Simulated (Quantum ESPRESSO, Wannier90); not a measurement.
## Al (hcp (Mg type), model phase), plane waves to Wannier functions

Materials Project entry mp-2647008; symmetrised, unrelaxed at this level. This isn't the element's usual structure (fcc); take it as a model of another phase. Level: LDA, no spin polarisation, no spin-orbit coupling; pw.x of Quantum ESPRESSO at 36 Ry with PseudoDojo potentials, 12×12×6 k-points, Wannier90. Density: 18×18×10 mesh, cold smearing 0.01 Ry.

Input w.win:

```
num_bands = 15
num_wann = 8
num_iter = 0
conv_tol = 1.0e-6
conv_window = 4
dis_num_iter = 1000
dis_conv_tol = 1.0e-6
dis_froz_max = 9.09
write_hr = true
write_u_matrices = true
begin projections
Al: s;p
end projections
begin unit_cell_cart
ang
    2.8124600835    0.0000000000    0.0000000000
   -1.4062300418    2.4356618795    0.0000000000
    0.0000000000    0.0000000000    4.8668500000
end unit_cell_cart
begin atoms_frac
Al  -0.3333333333  0.3333333333 -0.2500000000
Al   0.3333333333 -0.3333333333  0.2500000000
end atoms_frac
mp_grid = 12 12 6
begin kpoints
0.0000000000 0.0000000000 0.0000000000
0.0000000000 0.0000000000 0.1666666667
0.0000000000 0.0000000000 0.3333333333
... (861 more lines: the 12x12x6 mesh through Gamma)
end kpoints
```

On the energy scale of pw.x, whose zero is arbitrary, the Fermi level lies at 7.59 eV. Lines of w_hr.dat (R1 R2 R3 m n Re Im, eV) for R = 0 and one of the shortest lattice vectors, rounded to 0.01 eV, lines under 0.02 eV left out; orbitals in order: Al1 s, Al1 pz, Al1 px, Al1 py, Al2 s, Al2 pz, Al2 px, Al2 py.

```
    0    0    0    1    1     5.57     0.00
    0    0    0    5    1     0.13     0.00
    0    0    0    6    1    -0.07     0.00
    0    0    0    7    1    -0.14     0.00
    0    0    0    8    1     0.08     0.00
    0    0    0    2    2    10.97     0.00
    0    0    0    5    2     0.07     0.00
    0    0    0    6    2     0.15     0.00
    0    0    0    7    2    -0.05     0.00
    0    0    0    8    2     0.03     0.00
    0    0    0    3    3    11.26     0.00
    0    0    0    5    3     0.14     0.00
    0    0    0    6    3    -0.05     0.00
    0    0    0    7    3    -0.13     0.00
    0    0    0    8    3     0.13     0.00
    0    0    0    4    4    11.26     0.00
    0    0    0    5    4    -0.08     0.00
    0    0    0    6    4     0.03     0.00
    0    0    0    7    4     0.13     0.00
    0    0    0    1    5     0.13     0.00
    0    0    0    2    5     0.07     0.00
    0    0    0    3    5     0.14     0.00
    0    0    0    4    5    -0.08     0.00
    0    0    0    5    5     5.57     0.00
    0    0    0    1    6    -0.07     0.00
    0    0    0    2    6     0.15     0.00
    0    0    0    3    6    -0.05     0.00
    0    0    0    4    6     0.03     0.00
    0    0    0    6    6    10.97     0.00
    0    0    0    1    7    -0.14     0.00
    0    0    0    2    7    -0.05     0.00
    0    0    0    3    7    -0.13     0.00
    0    0    0    4    7     0.13     0.00
    0    0    0    7    7    11.26     0.00
    0    0    0    1    8     0.08     0.00
    0    0    0    2    8     0.03     0.00
    0    0    0    3    8     0.13     0.00
    0    0    0    8    8    11.26     0.00
   -1   -1    0    1    1    -0.64     0.00
   -1   -1    0    3    1     0.83     0.00
   -1   -1    0    4    1     1.22     0.00
   -1   -1    0    5    1    -0.03     0.00
   -1   -1    0    6    1    -0.03     0.00
   -1   -1    0    8    1     0.03     0.00
   -1   -1    0    2    2    -0.26     0.00
   -1   -1    0    5    2     0.03     0.00
   -1   -1    0    6    2    -0.16     0.00
   -1   -1    0    7    2    -0.06     0.00
   -1   -1    0    8    2    -0.04     0.00
   -1   -1    0    1    3    -0.64     0.00
   -1   -1    0    3    3     0.60     0.00
   -1   -1    0    4    3     0.94     0.00
   -1   -1    0    6    3    -0.06     0.00
   -1   -1    0    8    3     0.04     0.00
   -1   -1    0    1    4    -1.33     0.00
   -1   -1    0    3    4     1.13     0.00
   -1   -1    0    4    4     1.79     0.00
   -1   -1    0    5    4    -0.03     0.00
   -1   -1    0    6    4    -0.04     0.00
   -1   -1    0    7    4     0.04     0.00
   -1   -1    0    8    4    -0.03     0.00
   -1   -1    0    1    5    -0.03     0.00
   -1   -1    0    2    5     0.03     0.00
   -1   -1    0    4    5     0.03     0.00
   -1   -1    0    5    5    -0.64     0.00
   -1   -1    0    7    5     0.64     0.00
   -1   -1    0    8    5     1.33     0.00
   -1   -1    0    1    6    -0.03     0.00
   -1   -1    0    2    6    -0.16     0.00
   -1   -1    0    4    6     0.07     0.00
   -1   -1    0    6    6    -0.26     0.00
   -1   -1    0    3    7    -0.05     0.00
   -1   -1    0    5    7    -0.83     0.00
   -1   -1    0    7    7     0.60     0.00
   -1   -1    0    8    7     1.13     0.00
   -1   -1    0    1    8    -0.03     0.00
   -1   -1    0    2    8     0.07     0.00
   -1   -1    0    4    8     0.03     0.00
   -1   -1    0    5    8    -1.22     0.00
   -1   -1    0    7    8     0.95     0.00
   -1   -1    0    8    8     1.79     0.00
```
